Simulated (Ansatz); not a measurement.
Relaxed AgCl (rock salt):

```
CELL_PARAMETERS angstrom
      0.00000     5.61150     5.61150
      2.80575     0.00000     2.80575
      2.80575     2.80575     0.00000
ATOMIC_POSITIONS crystal
  Cl 0.00000 0.00000 0.00000
  Cl 0.50000 0.00000 0.00000
  Ag 0.25000 0.50000 0.50000
  Ag 0.75000 0.50000 0.50000
```

The numbers are results of PBE (plane waves to 420 eV, PAW, scalar-relativistic; Ansatz, a first-principles code), not measurements. k mesh 4×8×8 (Γ-centred), Fermi-Dirac smearing 0.05 eV. AgCl was relaxed with its symmetry unable to fall.

One atom of the cell was then moved (with its periodic images), all else fixed, and the forces (eV/Å) came out as:

```csv
atom,Fx,Fy,Fz
Cl1,0.812,-0.439,-0.812
Cl2,-0.393,0.463,0.393
Ag3,-0.416,-0.049,0.416
Ag4,-0.003,0.026,0.003
```

**Question.** Which atom was moved, and by which vector (Å)?

**Answer.** Cl1, by (-0.35, 0.00, 0.35), 0.49 Å in all.

(For displaced atoms, the force is minus the slope of the energy, and its curvature is a force constant, which sets phonon frequencies.)
